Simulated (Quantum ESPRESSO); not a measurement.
Empty bands for a GW run on PbSe (rock salt, space group Fm-3m, No. 225): 139 bands on a 4×4×4 mesh, PBEsol, PseudoDojo standard norm-conserving files, scalar-relativistic, Quantum ESPRESSO. The input, in which only the diagonalization keyword changes:

```
&CONTROL
  calculation = 'nscf'
  pseudo_dir = './pseudo'
  outdir = './out'
/
&SYSTEM
  ibrav = 0
  nat = 2
  ntyp = 2
  ecutwfc = 86.0
  ecutrho = 344.0
  occupations = 'fixed'
  force_symmorphic = .true.
  nbnd = 139
/
&ELECTRONS
  conv_thr = 2e-09
  diago_full_acc = .true.
  diago_thr_init = 1e-08
  diagonalization = 'david'
/
ATOMIC_SPECIES
Se 78.9710 Se.upf
Pb 207.2000 Pb.upf
CELL_PARAMETERS angstrom
  0.000000000000   3.090825000000   3.090825000000
  3.090825000000   0.000000000000   3.090825000000
  3.090825000000   3.090825000000   0.000000000000
ATOMIC_POSITIONS crystal
Se   0.500000000000   0.500000000000   0.500000000000
Pb   0.000000000000   0.000000000000   0.000000000000
K_POINTS automatic
4 4 4 0 0 0
```

```csv
diagonalization,mean iterations per k point,rough time,largest change of an eigenvalue (eV)
david,22,1,–
cg,48,about 5×,3e-06
paro,21,within a factor of two,2e-08
```

An iteration means different work in each solver, so the counts don't rank them. Times are rough ratios from shared machines.

Spin-orbit coupling is not included.

Geometry of the Materials Project entry, not relaxed at this level.
